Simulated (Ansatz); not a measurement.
Relaxed TiSi2 (C49 type, space group Cmcm):

```
TiSi2
1.0
    1.77307    -6.78170     0.00000
    1.77307     6.78170     0.00000
    0.00000     0.00000     3.57984
Si Ti
4 2
Direct
  0.94083   0.05917   0.75000
  0.05917   0.94083   0.25000
  0.25028   0.74972   0.75000
  0.74972   0.25028   0.25000
  0.60319   0.39681   0.75000
  0.39681   0.60319   0.25000
```

Scan: atom 1 (Si, nearest neighbour Si at 2.404 Å; its periodic images, 3.5 Å or more away, move with it) is displaced along Cartesian [110], direction (0.707, 0.707, 0.000) in Cartesian axes, by s. The other atoms stay.

All values below come from PBE (plane waves to 420 eV, PAW, scalar-relativistic; Ansatz, a program for electronic structure). k mesh 11×11×11 (Γ-centred), Fermi-Dirac smearing 0.05 eV. Energies are smeared free energies. With partly filled bands, energies and forces of such displacements shift with the k mesh and the smearing. This is one of several known forms of TiSi2; the measured ambient cells at hand have space group No. 70. TiSi2 is run without spin polarisation. TiSi2 was relaxed with its symmetry unable to fall. ΔE is measured from the undisplaced structure.

What ΔE (eV/cell) does the calculation give at s (Å) = -0.384, -0.192, -0.096, 0.096, 0.384?


```
s (Å)   ΔE (eV/cell)
------  ------------
-0.384         0.631
-0.192         0.155
-0.096         0.039
0.096          0.038
0.384          0.597
```

(A displaced cell: forces are minus the slopes of the energy, force constants its curvatures, and phonons follow from these.)
